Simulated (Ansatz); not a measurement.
# Convergence of Ta2N with the half-step-shifted k-point mesh

Computed with DFT PBEsol, scalar-relativistic, plane waves, PAW (Ansatz 0.2.0).

```
CELL_PARAMETERS angstrom
5.29657 0.00000 0.00000
-2.64829 4.58697 0.00000
0.00000 0.00000 4.93918
ATOMIC_POSITIONS crystal
Ta 0.66636 0.66636 0.75362
Ta 0.00000 0.33364 0.75362
Ta 0.33364 0.00000 0.75362
Ta 0.33364 0.33364 0.24638
Ta 0.00000 0.66636 0.24638
Ta 0.66636 0.00000 0.24638
N 0.66667 0.33333 0.50000
N 0.33333 0.66667 0.50000
N 0.00000 0.00000 0.00000
```

```json
{"plane-wave cutoff": "420 eV", "occupation rule": "Gaussian smearing, 0.1 eV", "spin treatment": "unpolarised"}
```

The atoms stay fixed while the half-step-shifted k-point mesh is varied. ΔE is the energy extrapolated to zero smearing, less that of the reference run (12×12×8 Γ-centred mesh, Gaussian smearing 0.1 eV). The cell isn't necessarily relaxed at this level. Spin–orbit coupling is left out. Pressure is positive in compression. The shift lowers the symmetry that the mesh keeps.

```tsv
shifted mesh	ΔE (meV/atom)	P (GPa)	largest change of a force component (eV/Å)	irreducible points
6×6×4	5.04	-5.22	0.028	42
6×6×6	0.89	-5.26	0.042	63
6×6×8	-0.13	-5.29	0.015	84
```

Cost: 3 runs of about 2.3 core-minutes in all, on Intel Xeon Processor @ 2.50GHz (Skylake/Cascade Lake) (shared hosts).